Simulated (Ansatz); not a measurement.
ZnS:
```
ZnS
1.0
    0.00000     2.72170     2.72170
    2.72170     0.00000     2.72170
    2.72170     2.72170     0.00000
S Zn
1 1
Direct
  0.75000   0.75000   0.75000
  0.00000   0.00000   0.00000
```

x, y and z are the axes in which the lattice vectors are written.

**Question.** Give the high-frequency dielectric tensor and the Born effective charge tensors of the independent atoms from DFPT, DFT-PBE in the program Ansatz with PAW potentials.

**Answer.** 
ε∞:
```
5.95  0.00  0.00
0.00  5.95  0.00
0.00  0.00  5.95
```
Z* of atom 1 (S), rows: field, columns: displacement, in e:
```
-2.02   0.00   0.00
 0.00  -2.02   0.00
 0.00   0.00  -2.02
```
Z* of atom 2 (Zn), rows: field, columns: displacement, in e:
```
2.02  0.00  0.00
0.00  2.02  0.00
0.00  0.00  2.02
```

Static charges for comparison (Bader): S1 -0.89, Zn2 +0.89 e. Born charges measure polarisation by displacement and can exceed these by far.

Space group F-43m (zinc blende). The PBE relaxation kept the symmetry of its start.

Potentials: the later of the program's two PAW sets.
